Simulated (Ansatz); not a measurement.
LiFePO$_{4}$ in space group Pnma (No. 62; Pearson symbol oP28), plane-wave PAW r²SCAN (Ansatz code). The conduction-band minimum lies on the Y–Γ line, 50 % of the way from Y, with 2 equivalent valleys. Second derivatives d²E/dk² of the lowest band at one valley (eV·Å²), along Cartesian directions:

```csv
direction,d²E/dk²
[100],2.473
[010],0.3067
[001],0.7665
[110],1.390
[101],1.620
[011],0.5367
```

**Question.** Find the principal effective masses, the density-of-states mass and the conductivity mass.

**Answer.** Off-diagonal terms follow from H_xy = H[110] − (H_xx + H_yy)/2, and m*/mₑ = 7.620 eV·Å² over each eigenvalue: 3.1, 9.9, 25. One valley's DOS mass (m₁m₂m₃)^(1/3) = 9.1, conductivity mass 3/(Σ 1/mᵢ) = 6.4 mₑ.

**Question.** What effective density of states Nc follows at 300 K for parabolic valleys?

**Answer.** Nc = 2.509e19 × 2 × (9.1)^(3/2) ≈ 1.4e21 cm⁻³.

The first step of the workflow began from a Materials Project structure, measured or hypothetical; the Crystallography Open Database files this formula in space group No. 62, but the cells were not matched. Whether it is the stable phase at ambient conditions was not checked. Symmetry was held in the r²SCAN relaxation, as lowered by the spin order; its stability against distortions is not shown here. The final state is antiferromagnetic, chosen from 4 collinear starts compared on coarse meshes (ties went to the first, and starts can fall back to one state), not a proven ground state. Other orbital occupations within this spin state were not tried. No Hubbard U is applied. Point labels and valley counts follow the cell and symmetry of the run, lower than the named group.

Potentials: the earlier of the program's two PAW sets. The files were generated under PBE; for other functionals the program regenerates the frozen cores, and for LDA and PBEsol the local potential too.

Edges and masses are those of Kohn–Sham bands, whose gap is no quasiparticle gap.
